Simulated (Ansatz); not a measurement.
The relaxed structure here is a generated cell of PbSe: the first start was made by placing the elements on the sites of a structure type, and the end was not matched to a known phase here, so it may be hypothetical. Known forms of PbSe include space group No. 225.

A structure of PbSe relaxed with PBEsol (plane waves to 420 eV, PAW, scalar-relativistic; Ansatz, a quantum-chemistry and plane-wave program); single points at other levels follow on the same geometry (Ansatz, PAW; HSE06 at 420 eV on a 6×6×6 k-mesh; no spin-orbit coupling). Space group F-43m (No. 216).

Space group F-43m (No. 216); a = b = c = 6.784 Å, α = β = γ = 90.00°

```
atom  site  symmetry       x       y       z
----  ----  --------  ------  ------  ------
Se      4c      -43m  0.2500  0.2500  0.2500
Pb      4a      -43m  0.0000  0.0000  0.0000
```
(The calculation used a cell of 2 atoms; values per cell refer to that cell.)

```json
[
 {"level": "PBEsol", "gap (eV)": "0.47", "kind": "indirect", "conduction minimum": "X"},
 {"level": "HSE06", "gap (eV)": "…", "kind": "–", "conduction minimum": "…"}
]
```

Problem. Complete the blanks.

Solution. 
- HSE06, gap (eV): 0.98
- HSE06, conduction minimum: X

HSE06 gaps come from a coarse mesh plus a few chosen points, so they may be too large. No spin polarisation in the result.

The run could not lose the symmetry of its start, so the end can be a saddle point.

All atoms sit on sites fixed by symmetry, so only the cell could relax.
